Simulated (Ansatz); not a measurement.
In:
```
CELL_PARAMETERS angstrom
      0.00000     3.36788     3.36788
      3.36788     0.00000     3.36788
      3.36788     3.36788     0.00000
ATOMIC_POSITIONS crystal
  In 0.00000 0.00000 0.00000
  In 0.25000 0.25000 0.25000
```

Relaxed with PBE. Special points in fractions of this cell's reciprocal vectors: Γ (0.000, 0.000, 0.000); X (0.500, 0.000, 0.500); U (0.625, 0.250, 0.625); K (0.375, 0.375, 0.750); L (0.500, 0.500, 0.500); W (0.500, 0.250, 0.750).

List the band energies nearest the Fermi level at these points for the program Ansatz at the PBE level (PAW).

In eV from the Fermi level; about four levels below and three above (degenerate sets whole), none deeper than 8.9 eV; points with the same levels are listed once.

```
k                    below                above
-  -----------------------  -------------------
Γ                    -7.82  1.91 2.25 2.25 2.25
X  -4.80 -4.80 -0.39 -0.39  2.41 2.41 9.36 9.36
U  -5.16 -4.34 -1.39 -0.03       2.72 4.96 7.33
L              -6.18 -3.86       1.00 1.00 2.03
W  -4.72 -4.72 -1.05 -1.05  5.18 5.18 5.42 5.42
```

Space group Fd-3m (diamond). The start of the workflow was typed in or built on a structure type; neither database checked (COD, Materials Project) lists it. It is not the phase usual at ambient conditions (space group No. 139). Symmetry was held in the PBE relaxation; whether a distortion lowers the energy is not shown. Scalar-relativistic: spin–orbit coupling is off unless named, which matters more the heavier the elements.

Potentials: the later of the program's two PAW sets.
